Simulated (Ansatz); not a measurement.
Input, command and steps of an Ansatz relaxation.

```yaml
crystal:
  lattice:
    - [4.2290811943, 0.0, 0.0]
    - [0.0, 4.2290811943, 0.0]
    - [0.0, 0.0, 4.2290811943]
  atoms:
    - { symbol: Ca, position: [0.5, 0.5, 0.5] }
    - { symbol: B, position: [0.0, 0.0, 0.2976422994] }
    - { symbol: B, position: [0.0, 0.0, 0.7023577006] }
    - { symbol: B, position: [0.2976422994, 0.0, 0.0] }
    - { symbol: B, position: [0.7023577006, 0.0, 0.0] }
    - { symbol: B, position: [0.0, 0.2976422994, 0.0] }
    - { symbol: B, position: [0.0, 0.7023577006, 0.0] }
basis:
  ecutwfc: 420
kpoints:
  mp_grid: { grid: [8, 8, 8] }
hamiltonian:
  xc: pbe
scf:
  occupations: { method: gaussian, width: 0.01 }
output:
  forces: true
  stress: true
  eigenvalues: true
relax:
  adjacent_minimum: "off"
  f_tol: 0.01
  max_steps: 30
```

```bash
ansatz run input.yaml --threads 2 --pin off --max-ram 5120MiB --backend cpu --events-out ev --progress --plain --runs-dir out
```

These are results of Ansatz 0.2.0, DFT PBE, scalar-relativistic, plane waves, PAW, not measurements.

The volume is held at 1.06 times that of the relaxed cell.

Of 4 frames 3 are shown, positions in Å and forces in eV/Å; the SCF threshold varies from step to step.

```xyz
7
Lattice="4.2291 0.0000 0.0000 0.0000 4.2291 0.0000 0.0000 0.0000 4.2291" Properties=species:S:1:pos:R:3:forces:R:3 pbc="T T T" step=1 free_energy_over_end_meV_per_atom=0.19
Ca    2.1145    2.1145    2.1145    0.0000    0.0000    0.0000
B     0.0000    0.0000    1.2588    0.0000    0.0000   -0.1410
B     0.0000    0.0000    2.9703    0.0000    0.0000    0.1410
B     1.2588    0.0000    0.0000   -0.1410    0.0000    0.0000
B     2.9703    0.0000    0.0000    0.1410    0.0000    0.0000
B     0.0000    1.2588    0.0000    0.0000   -0.1410    0.0000
B     0.0000    2.9703    0.0000    0.0000    0.1410    0.0000
7
Lattice="4.2291 0.0000 0.0000 0.0000 4.2291 0.0000 0.0000 0.0000 4.2291" Properties=species:S:1:pos:R:3:forces:R:3 pbc="T T T" step=2 free_energy_over_end_meV_per_atom=0.07
Ca    2.1145    2.1145    2.1145    0.0000    0.0000    0.0000
B     0.0000    0.0000    1.2576    0.0000    0.0000   -0.0871
B     0.0000    0.0000    2.9715    0.0000    0.0000    0.0871
B     1.2576    0.0000    0.0000   -0.0871    0.0000    0.0000
B     2.9715    0.0000    0.0000    0.0871    0.0000    0.0000
B     0.0000    1.2576    0.0000    0.0000   -0.0871    0.0000
B     0.0000    2.9715    0.0000    0.0000    0.0871    0.0000
7
Lattice="4.2291 0.0000 0.0000 0.0000 4.2291 0.0000 0.0000 0.0000 4.2291" Properties=species:S:1:pos:R:3:forces:R:3 pbc="T T T" step=4 free_energy_over_end_meV_per_atom=0.00
Ca    2.1145    2.1145    2.1145    0.0000    0.0000    0.0000
B     0.0000    0.0000    1.2557    0.0000    0.0000   -0.0018
B     0.0000    0.0000    2.9733    0.0000    0.0000    0.0018
B     1.2557    0.0000    0.0000   -0.0018    0.0000    0.0000
B     2.9733    0.0000    0.0000    0.0018    0.0000    0.0000
B     0.0000    1.2557    0.0000    0.0000   -0.0018    0.0000
B     0.0000    2.9733    0.0000    0.0000    0.0018    0.0000
```

The run took 4.8 s on 2 threads of Oxide Virtual Turin-like Processor (Zen 5) (shared host), peak memory 0.41 GiB.